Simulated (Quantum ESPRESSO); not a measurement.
# Moving one atom in Ti2ZrO4F4

These are calculations, not measurements. They come from pw.x of Quantum ESPRESSO 7.5, a plane-wave density functional program, with PseudoDojo standard norm-conserving files (v0.5 for PBE, v0.4.1 for LDA and PBEsol). The cells are made up: elements, strain and atom displacements were drawn at random, and nothing was relaxed. There is no spin polarisation, spin-orbit coupling or dispersion term.

The cell has 12 sites of a fluorite lattice. Sites 1 to 4 hold Ti empty Zr Ti; sites 5 to 12 hold O F O F O F F O. Cell vectors in Å: (4.975, -0.011, 0.015); (-0.011, 4.979, 0.011); (0.015, 0.011, 4.815). Settings: PBE, cutoff 1143 eV, 5 x 5 x 5 k mesh shifted by half a step, Fermi-Dirac smearing of 0.025 eV.

Each run shifts the Zr atom on site 3 along x and leaves all else fixed. Site 9 is one of its nearest neighbours. E is the free energy of the cell above the lowest run shown. The last column is band 45 less band 44 at Gamma, from a band step after each run.

```
run,shift (Å),Fx on site 3 (eV/Å),Fx on site 9 (eV/Å),P (GPa),E (meV),level step at Gamma (eV)
1,-0.0891,5.614,-0.730,7.71,732.4,0.795
2,-0.0705,5.290,-0.678,7.47,630.9,0.820
3,-0.0399,4.751,-0.585,7.13,477.3,0.861
4,-0.0238,4.464,-0.533,6.98,403.1,0.884
6,0.0526,3.035,-0.248,6.58,115.9,0.993
7,0.0974,2.129,-0.047,6.58,0.0,1.055
5,0.0263,?,?,?,?,?
```

A rerun of one of these cells at 1467 eV and k mesh 7 x 7 x 7 moved values by no more than 0.004 eV in the cell's energy, 0.04 GPa in stress and 0.002 eV/Å in force.

## Worked fit

A parabola through the six runs shown gives Fx on site 3 = 4.029 - 18.56 u - 9.3 u² eV/Å, with u in Å and a scatter of 0.007 eV/Å. Minus the slope, 18.56 ± 0.19 eV/Å², is this atom's force constant along x at u = 0, with its periodic images moving too. The fitted force does not vanish within the range. The error is the larger of the fit's own and the change that a cubic makes, rounded up.

## Withheld run

Question: what Fx on site 3 should run 5 give?

The fit gives 3.534 eV/Å. The calculation gave 3.541 eV/Å.

```
run  shift (Å)  Fx on site 3 (eV/Å)  Fx on site 9 (eV/Å)  P (GPa)  E (meV)  level step at Gamma (eV)
  5     0.0263                3.541               -0.354     6.67    202.4                     0.955
```